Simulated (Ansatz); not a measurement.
Here is the system:

GaN:
Space group P6₃/mmc (No. 194); a = b = 3.175 Å, c = 7.523 Å, α = β = 90.00°, γ = 120.00°

| atom | site | symmetry | x | y | z |
|---|---|---|---|---|---|
| Ga | 2d | -6m2 | 0.6667 | 0.3333 | 0.2500 |
| N | 2b | -6m2 | 0.0000 | 0.0000 | 0.2500 |

This is the r²SCAN+D4-relaxed structure.

Q: All from the program Ansatz at the r²SCAN+D4 level (PAW), unless another level is named. Predict the highest zone-centre frequency (without LO–TO term).

A: 741 cm⁻¹.

Q: And the bulk modulus (Birch–Murnaghan fit)?

A: 19.7 GPa.

Space group P6_3/mmc. The workflow started from a Materials Project entry (that database holds measured and hypothetical structures alike); the Crystallography Open Database copy checked does not list it. It is not the phase usual at ambient conditions (space group No. 186, 216). The cell was relaxed with r²SCAN+D4 under the symmetry of its start; phonons on a q-mesh show weakly imaginary modes.

Potentials: the earlier of the program's two PAW sets.
